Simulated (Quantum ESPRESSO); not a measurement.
AlGe6As, a curve over one atom's position

Simulated, not a measurement. The program is pw.x of Quantum ESPRESSO 7.5 (plane-wave density functional theory). The cell is made up: 8 atoms on a zincblende/diamond lattice, with randomly drawn elements, strain and displacements, not relaxed. PseudoDojo standard norm-conserving files (v0.5 for PBE, v0.4.1 for LDA and PBEsol) set the functional; there is no spin polarisation, spin-orbit coupling or dispersion term, and the masses in the input are unused placeholders.

Seven runs move atom 7 (Ge, counted in the order of the input) along x and keep all else fixed.

Input of the run at -0.0336:

```
&control calculation='scf', pseudo_dir='./dojo.nc.sr.pbe.v0_5.standard.upf', outdir='./o', disk_io='low', tprnfor=.true., tstress=.true. /
&system ibrav=0, nat=8, ntyp=3, nbnd=61, ecutwfc=84.00895049, nosym=.true., tot_charge=0,
 occupations='smearing', smearing='fd', degauss=0.0073498644
/
&electrons conv_thr=7.350e-09, electron_maxstep=60, /
ATOMIC_SPECIES
Al 1.0 Al.upf
As 1.0 As.upf
Ge 1.0 Ge.upf
CELL_PARAMETERS angstrom
5.5328 -0.0067 0.0553
-0.0067 5.6844 -0.0392
0.0553 -0.0392 5.5308
ATOMIC_POSITIONS angstrom
Al 0.0277 -0.023 0.0015
Ge 0.0426 2.8193 2.7639
Ge 2.7864 -0.0186 2.806
Ge 2.7981 2.8417 0.0409
Ge 1.3554 1.4218 1.3763
As 1.395 4.2397 4.1302
Ge 4.1425 1.3804 4.1298
Ge 4.1657 4.2534 1.4422
K_POINTS automatic
6 6 6 1 1 1
```

| shift of atom 7 along x (Å) | free energy less that of the input shown (eV) | Fx on atom 7 (eV/Å) | Fy on atom 7 (eV/Å) | Fz on atom 7 (eV/Å) | pressure (GPa) | iterations |
| --- | --- | --- | --- | --- | --- | --- |
| -0.1624 | 0.2207 | 2.460 | -0.028 | 1.113 | 8.57 | 10 |
| -0.1469 | 0.1839 | 2.283 | -0.055 | 1.111 | 8.51 | 10 |
| -0.0540 | 0.0220 | 1.198 | -0.215 | 1.111 | 8.26 | 10 |
| -0.0336 | 0.0000 | 0.955 | -0.250 | 1.115 | 8.23 | 10 |
| +0.0556 | -0.0378 | -0.106 | -0.405 | 1.144 | 8.17 | 10 |
| +0.0867 | -0.0288 | -0.473 | -0.461 | 1.160 | 8.18 | 10 |
| +0.1028 | -0.0197 | -0.661 | -0.490 | 1.169 | 8.20 | 10 |

A cubic fit gives dFx/dx = -11.92 eV/Å² at zero shift. Across the table the free energy follows the integral of the force to within 0.1 meV. A rerun of one of the cells at 1437 eV and a 8 x 8 x 8 mesh moved values by no more than 0.004 eV in energy, 0.02 GPa in stress and 0.003 eV/Å in force.